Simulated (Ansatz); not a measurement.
Mg:
```
Mg
1.0
    1.59460     0.92065     7.71367
   -1.59460     0.92065     7.71367
    0.00000    -1.84129     7.71367
Mg
3
Direct
  0.00000   0.00000   0.00000
  0.22202   0.22202   0.22202
  0.77798   0.77798   0.77798
```

Relaxed with r²SCAN.

**Question.** Map the electron localisation function on the plane through (0.000, 0.000, 0.000) spanned by u = [1, -1, 0] and v = [1, 0, -1] in lattice vectors, from r²SCAN (plane waves, PAW; program Ansatz).

**Answer.** x is the fraction of u, y of v (the angle between them is 60°; rows are the nearest grid lines); atoms in the plane: Mg at (0.00, 0.00).
```
y \ x   0.000  0.0625  0.188  0.250  0.375  0.438  0.562  0.625  0.750  0.812  0.938   1.00
------  -----  ------  -----  -----  -----  -----  -----  -----  -----  -----  -----  -----
1.00    0.074   0.143  0.323  0.079  0.278  0.521  0.521  0.278  0.079  0.323  0.143  0.074
0.938   0.143   0.143  0.364  0.162  0.143  0.445  0.567  0.445  0.043  0.162  0.275  0.143
0.875   0.321   0.275  0.364  0.202  0.087  0.359  0.586  0.546  0.087  0.048  0.364  0.321
0.750   0.079   0.162  0.162  0.079  0.087  0.306  0.588  0.603  0.515  0.306  0.043  0.079
0.688   0.056   0.043  0.048  0.043  0.143  0.359  0.588  0.606  0.588  0.525  0.143  0.056
0.625   0.278   0.143  0.074  0.087  0.278  0.445  0.589  0.603  0.603  0.589  0.445  0.278
0.562   0.521   0.445  0.306  0.306  0.445  0.521  0.586  0.589  0.588  0.589  0.567  0.521
0.438   0.521   0.567  0.589  0.588  0.589  0.586  0.521  0.445  0.306  0.306  0.445  0.521
0.375   0.278   0.445  0.589  0.603  0.603  0.589  0.445  0.278  0.087  0.074  0.143  0.278
0.312   0.056   0.143  0.525  0.588  0.606  0.588  0.359  0.143  0.043  0.048  0.043  0.056
0.250   0.079   0.043  0.306  0.515  0.603  0.588  0.306  0.087  0.079  0.162  0.162  0.079
0.125   0.321   0.364  0.048  0.087  0.546  0.586  0.359  0.087  0.202  0.364  0.275  0.321
0.0625  0.143   0.275  0.162  0.043  0.445  0.567  0.445  0.143  0.162  0.364  0.143  0.143
0.000   0.074   0.143  0.323  0.079  0.278  0.521  0.521  0.278  0.079  0.323  0.143  0.074
```

The density is the valence pseudo-density with augmentation charge, so density and ELF within about 1 Å of a nucleus are not all-electron values.

Space group R-3m (9R (Sm type)). The workflow started from a Materials Project entry (that database holds measured and hypothetical structures alike); the Crystallography Open Database copy checked does not list it. It is not the phase usual at ambient conditions (space group No. 194). Symmetry was held in the r²SCAN relaxation; its stability against distortions is not shown here.

Potentials: the earlier of the program's two PAW sets.
